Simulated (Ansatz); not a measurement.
## Is this TaSi₆ structure a true minimum?

It was reached by relaxing an invented guess, and it needn't be the stable form of this composition.

All numbers below come from Ansatz 0.2.0, DFT PBE, scalar-relativistic, plane waves, PAW. Plane waves to 420 eV, a k mesh through Γ of 8×8×8 on the computed 7-atom cell and Gaussian smearing (0.10 eV); no spin polarisation.

The cell below (7 atoms, space group Fm-3m (No. 225)) is relaxed within its symmetry.

```yaml
crystal:
  lattice:
    - [0.00000, 4.27163, 4.27163]
    - [4.27163, 0.00000, 4.27163]
    - [4.27163, 4.27163, 0.00000]
  atoms:
    - { symbol: Ta, position: [0.00000, 0.00000, 0.00000] }
    - { symbol: Si, position: [0.29483, 0.70517, 0.70517] }
    - { symbol: Si, position: [0.70517, 0.29483, 0.29483] }
    - { symbol: Si, position: [0.70517, 0.29483, 0.70517] }
    - { symbol: Si, position: [0.29483, 0.70517, 0.29483] }
    - { symbol: Si, position: [0.70517, 0.70517, 0.29483] }
    - { symbol: Si, position: [0.29483, 0.29483, 0.70517] }
```

For the test it was strained at random (σ = 1.5 % a component), the atoms were moved at random (σ = 0.10 Å), and all was relaxed again on a coarse 4×4×4 mesh (in the run’s order of axes) with 0.20 eV smearing, with no symmetry imposed.

Spin–orbit coupling, which can matter for Ta, is left out. The cell is a metal run without spin; a magnetic state may lie lower.

Question: Is the structure stable against such a distortion?

Answer: It returns, within 1 meV/atom of the unmoved cell on that mesh and with the same symmetry when read at 0.1 Å (Immm at 0.01 Å, so small strains and shifts remain). So it is stable against the distortions that fit this cell and that this random move excites. Modes that don't fit the cell aren't tested.
